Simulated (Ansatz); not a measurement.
Suppose ScAl2P3 takes space group P4/mmm (No. 123), with Sc on 1b; Al on 2g; P on 2h and 1c.

Computed with DFT PBE, scalar-relativistic, plane waves, PAW (Ansatz 0.2.0). Cutoff 420 eV, Γ-centred mesh, Gaussian smearing, no spin polarisation.

Formation energies are uncorrected and refer to the elements' standard structures at the same level. The references include black phosphorus.

Problem. Give the relaxed lattice parameters and positions.

Solution.

Space group P4/mmm (No. 123). a = 3.444 Å, b = 3.444 Å, c = 8.431 Å, α = 90.00°, β = 90.00°, γ = 90.00°
```csv
atom,site,symmetry,x,y,z
Sc,1b,4/mmm,0.0000,0.0000,0.5000
Al,2g,4mm,0.0000,0.0000,0.1581
P,2h,4mm,0.5000,0.5000,0.3642
P,1c,4/mmm,0.5000,0.5000,0.0000
```

Around Sc lie 8 P at 2.69 Å, 2 Al at 2.88 Å and 4 Sc at 3.44 Å; Al is surrounded by 1 Al at 2.67 Å, 4 P at 2.78 Å, 1 Sc at 2.88 Å, 4 P at 2.99 Å and 4 Al at 3.44 Å; around P on a site of symmetry 4mm lie 1 P at 2.29 Å, 4 Sc at 2.69 Å, 4 Al at 2.99 Å and 1 P at 3.07 Å; around P on a site of symmetry 4/mmm lie 8 Al at 2.78 Å, 2 P at 3.07 Å and 4 P at 3.44 Å. Another local minimum with the same sites may exist.

Problem. And its energy and gap?

Solution. The energy over the elements is −0.34 eV/atom and the gap on the 12×12×6 mesh of the 6-atom cell is 0 eV (a metal).

The last run used Gaussian smearing of 0.10 eV. The reference form of P is held partly by dispersion forces, which this level lacks. Symmetry constrained the relaxation, so the result can be a saddle point. Another cell of ScAl2P3 relaxed alike, in P-4m2, lies 127 meV/atom lower, so this cell isn't the stable form at this level.
